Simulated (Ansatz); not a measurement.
Given:

GaSb:
```
GaSb
1.0
    4.34476     0.00000     0.00000
   -2.17238     3.76268     0.00000
    0.00000     0.00000     9.41291
Ga Sb
3 3
Direct
  0.00000   0.49967   0.66667
  0.50033   0.50033   0.00000
  0.49967   0.00000   0.33333
  0.00000   0.49978   0.16667
  0.50022   0.50022   0.50000
  0.49978   0.00000   0.83333
```

This is the PBEsol-relaxed structure.

All from the program Ansatz at the PBEsol level (PAW), unless another level is named. Predict the electronic character.

metallic (no gap).

What about the density of states at the Fermi level?

0.04 states/eV per atom (mean over ±0.08 eV).

Give the formation energy from the elements (no fitted shifts).

-0.009 eV/atom.

Space group P6_422. The start of the workflow was typed in or built on a structure type; neither database checked (COD, Materials Project) lists it. It is not the phase usual at ambient conditions (space group No. 216). The cell was relaxed with PBEsol under the symmetry of its start; whether a distortion lowers the energy is not shown. A small band overlap can be real or an error of a semilocal functional. The references are the lowest solids computed at this level, not always the standard phases. Scalar-relativistic: spin–orbit coupling is off unless named, which matters more the heavier the elements.

Potentials: the later of the program's two PAW sets.
